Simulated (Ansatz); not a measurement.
TaN:
```cif
data_NTa
_chemical_formula_sum 'Ta1 N1'
_space_group_name_H-M_alt 'P 1'
_space_group_IT_number 1
_cell_length_a 3.09340
_cell_length_b 3.09340
_cell_length_c 3.09340
_cell_angle_alpha 60.000
_cell_angle_beta 60.000
_cell_angle_gamma 60.000
loop_
_space_group_symop_operation_xyz
  'x, y, z'
loop_
_atom_site_label
_atom_site_type_symbol
_atom_site_fract_x
_atom_site_fract_y
_atom_site_fract_z
_atom_site_occupancy
Ta1 Ta 0.50000 0.50000 0.50000 1
N1 N 0.00000 0.00000 0.00000 1
```

Relaxed with PBEsol.

Decompose the optical modes at the zone centre into irreducible representations, and say which are infrared and Raman allowed.

Point group m-3m: Γ_opt = T1u. Infrared: T1u. Raman: none.

Assign frequencies (DFPT, the program Ansatz at the PBEsol level (PAW)).

T1u 411 cm⁻¹.

Space group Fm-3m (rock salt). This is a known high-temperature phase of the composition, computed here at zero pressure and temperature. Symmetry was held in the PBEsol relaxation; whether a distortion lowers the energy is not shown. No spin polarisation was allowed. As this level gives no gap, phonon frequencies hold no LO–TO term and depend on the k-mesh and smearing (Fermi–Dirac, 0.1 eV here). Scalar-relativistic: spin–orbit coupling is off unless named, which matters more the heavier the elements.

Potentials: the earlier of the program's two PAW sets. The files were generated under PBE; for other functionals the program regenerates the frozen cores, and for LDA and PBEsol the local potential too.
